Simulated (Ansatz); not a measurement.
## NbH₂ squeezed and stretched

A database entry relaxed whole under r2SCAN (Fm-3m):

```
CELL_PARAMETERS angstrom
0.00000 2.27434 2.27434
2.27434 0.00000 2.27434
2.27434 2.27434 0.00000
ATOMIC_POSITIONS crystal
Nb 0.00000 0.00000 0.00000
H 0.25000 0.25000 0.25000
H 0.75000 0.75000 0.75000
```

The cell was scaled uniformly, its shape held, and the atoms relaxed at each volume with plane-wave PAW DFT (Ansatz 0.2.0; r2SCAN, 500 eV, 13×13×13 Γ-centred mesh, fermi-dirac occupations of width 0.100 eV; no spin, no spin-orbit coupling). One row is withheld.

```
volume (Å³/atom)  energy over the lowest (meV/atom)  pressure (GPa)
           7.372                               17.6           12.99
           7.529                                7.4            8.19
           7.686                                  ?               ?
           7.843                                0.0           -0.05
           8.000                                2.0           -3.58
           8.157                                7.2           -6.77
           8.313                               15.4           -9.66
```

Fit the pressures of the other rows to the third-order Birch-Murnaghan form.

With f = [(V₀/V)^(2/3) − 1]/2 and P = 3B₀f(1 + 2f)^(5/2)[1 + 3(B₀′ − 4)f/2], least squares gives V₀ = 7.84 Å³ an atom, B₀ = 186 GPa and B₀′ = 4.1; the rows miss the fit by less than 0.01 GPa. The slope of the energies differs from these pressures by 0.15 GPa, since they are taken to zero smearing while pressures follow the free energy.

What does the withheld row hold?

The fit gives 3.86 GPa at 7.686 Å³; the run gave 3.86 GPa and 1.7 meV an atom.

Caveats: the shape of the cell was held; 0 K, fixed nuclei; the symmetry was kept, and this need not be the phase that is stable at 0 K; one mesh for all volumes; pressure is positive in compression.
